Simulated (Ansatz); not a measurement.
CoGe: which magnetic state is lowest?

The calculation used DFT r2SCAN, scalar-relativistic, plane waves, PAW (Ansatz 0.2.0).

```
CELL_PARAMETERS angstrom
2.86169 0.00000 0.00000
0.00000 2.86169 0.00000
0.00000 0.00000 2.89191
ATOMIC_POSITIONS crystal
Co 0.00000 0.00000 0.00000
Ge 0.50000 0.50000 0.50000
```

```
plane-wave cutoff                               : 500 eV
Γ-centred k-mesh                                : 14×14×14
occupation rule                                 : Gaussian smearing, 0.1 eV
list of starting moments (μB, in atom order)    : 3.5 0
check for lower electronic states after the SCF : off
```

All runs keep this geometry, which isn't relaxed for the lowest state (largest force there 0.000 eV/Å, pressure 5.0 GPa) and needn't be a stable compound; relaxing each order would shift the differences by some 7 meV/atom, going by the pressures and a bulk modulus of about 150 GPa. A propagation vector, in units of the reciprocal vectors, doubles the cell, which takes an equally dense mesh. r2SCAN tends to overstate moments in metals, so a weak moment here may be absent in the real material. Site moments are spin moments in atom-centred spheres that scale with the neighbour distance. The states are those that the runs reached from these starts; a lower one can exist.

Task: Order the starts by the energy of the state that they reach, lowest first.
A. no spin
B. large parallel starting moments
C. antiferromagnetic, doubled cell, propagation vector (0, 0, 1/2)

Result: B (0.00 meV/atom), C (41.1 meV/atom), A (98.9 meV/atom).

| start | ends | energy above lowest (meV/atom) | site moments (μB) | gap on mesh (eV) | P (GPa) |
| --- | --- | --- | --- | --- | --- |
| no spin | non-magnetic | 98.9 | none over 0.05 | metal | 0.7 |
| large parallel starting moments | ferromagnetic | 0.00 | Co +0.98 | metal | 5.0 |
| antiferromagnetic, doubled cell, propagation vector (0, 0, 1/2) | antiferromagnetic | 41.1 | Co +0.98, Co -0.98 | metal | 5.3 |

Cost: 3 runs of about 8.2 core-minutes in all, on AMD EPYC (Zen 3) (shared hosts).